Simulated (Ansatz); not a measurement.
BaGe₃Pt:
```yaml
crystal:
  lattice:
    - [-2.27512, 2.27512, 5.09520]
    - [2.27512, -2.27512, 5.09520]
    - [2.27512, 2.27512, -5.09520]
  atoms:
    - { symbol: Ba, position: [0.99918, 0.99918, 0.00000] }
    - { symbol: Pt, position: [0.64766, 0.64766, 0.00000] }
    - { symbol: Ge, position: [0.40064, 0.40064, 0.00000] }
    - { symbol: Ge, position: [0.75411, 0.25411, 0.50000] }
    - { symbol: Ge, position: [0.25411, 0.75411, 0.50000] }
```

Relaxed with PBEsol. Special points in fractions of this cell's reciprocal vectors: Γ (0.000, 0.000, 0.000); X (0.000, 0.000, 0.500); P (0.250, 0.250, 0.250); N (0.000, 0.500, 0.000); M (0.500, 0.500, -0.500); S (0.300, 0.700, -0.300); S0 (-0.300, 0.300, 0.300); R (-0.100, 0.100, 0.500); G (0.500, 0.500, -0.100).

### Question
List the band energies nearest the Fermi level at these points for plane-wave PAW PBEsol (Ansatz code).

### Answer
In eV from the Fermi level; about four levels below and three above (degenerate sets whole), none deeper than 8.9 eV; points with the same levels are listed once.

```tsv
k	below	above
Γ	-3.08 -3.00 -1.86 -1.86	0.46 0.46 1.01
X	-2.95 -2.33 -2.02 -1.86	2.45 3.50 3.99
P	-3.09 -3.09 -2.08 -2.08 -1.84	1.63 3.51 3.51
N	-2.91 -1.95 -0.92 -0.26	0.10 1.48 1.88
M	-2.49 -2.45 -2.45 -0.29	1.66 1.66 1.97
S	-2.27 -2.06 -1.35 -0.14	0.60 1.36 2.93
R	-2.88 -2.38 -2.04 -1.37	2.24 2.85 3.51
```

Space group I4mm. The workflow started from an entry of the Crystallography Open Database (COD, 293 K). Its standing as an ambient phase is unchecked. The cell was relaxed with PBEsol under the symmetry of its start; whether a distortion lowers the energy is not shown. The run is not spin-polarised. Scalar-relativistic: spin–orbit coupling is off unless named, which matters more the heavier the elements.

Potentials: the later of the program's two PAW sets.
